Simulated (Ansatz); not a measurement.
# Computed properties of TaW$_{3}$

TaW3:
```cif
data_TaW3
_chemical_formula_sum 'Ta1 W3'
_space_group_name_H-M_alt 'P 1'
_space_group_IT_number 1
_cell_length_a 4.49549
_cell_length_b 4.49549
_cell_length_c 4.49549
_cell_angle_alpha 60.000
_cell_angle_beta 60.000
_cell_angle_gamma 60.000
loop_
_space_group_symop_operation_xyz
  'x, y, z'
loop_
_atom_site_label
_atom_site_type_symbol
_atom_site_fract_x
_atom_site_fract_y
_atom_site_fract_z
_atom_site_occupancy
Ta1 Ta 0.00000 0.00000 0.00000 1
W1 W 0.25000 0.25000 0.25000 1
W2 W 0.75000 0.75000 0.75000 1
W3 W 0.50000 0.50000 0.50000 1
```

Space group Fm-3m (No. 225); conventional cell a = b = c = 6.358 Å, α = β = γ = 90.00°.

Method: DFT-PBEsol in the program Ansatz with PAW potentials. The cell and atoms are relaxed at this level. Other levels are named where they apply.

### Cell and energy

| Property | Result |
|---|---|
| Volume per atom | 16.06 Å³ |
| Density | 18.93 g/cm³ |
| Formation energy from the elements (no fitted shifts) | -0.095 eV/atom |

### Electronic structure

| Item | Result |
|---|---|
| Electronic character | metallic (no gap) |
| Density of states at the Fermi level | 0.43 states/eV per atom (mean over ±0.08 eV) |
| Gap with spin–orbit coupling | none (metallic) |

### Mechanics

| Quantity | Value |
|---|---|
| Bulk modulus (Birch–Murnaghan fit) | 2930 kbar |
| Pressure derivative B′ | 4.2 |
| Elastic constants (relaxed ions, GPa) | C11 = 495, C12 = 194, C44 = 121 |
| Mechanical stability | stable (all eigenvalues of C positive) |
| Hill bulk and shear moduli | 295 and 132 GPa |
| Young's modulus | 344 GPa |
| Poisson's ratio | 0.31 |
| Debye temperature from the elastic constants | 348 K |

### Phonons

| Quantity | Result |
|---|---|
| Highest zone-centre frequency | 205 cm⁻¹ |
| Zone-centre stability | no imaginary mode at Γ |

The workflow started from a Materials Project entry (that database holds measured and hypothetical structures alike); the Crystallography Open Database copy checked does not list it. With Ta and W taken as one species the cell has the higher symmetry Im-3m, so it may be an ordered model of a mixed-site phase. Whether it is the stable phase at ambient conditions was not checked. The PBEsol relaxation kept the symmetry of its start. The run is not spin-polarised. As this level gives no gap, shear constants depend on the k-mesh and smearing (Fermi–Dirac, 0.1 eV here). As this level gives no gap, phonon frequencies hold no LO–TO term and depend on the k-mesh and smearing (Fermi–Dirac, 0.1 eV here). The references are the lowest solids computed at this level, not always the standard phases. Spin–orbit coupling is left out wherever it is not named.

Potentials: the later of the program's two PAW sets.
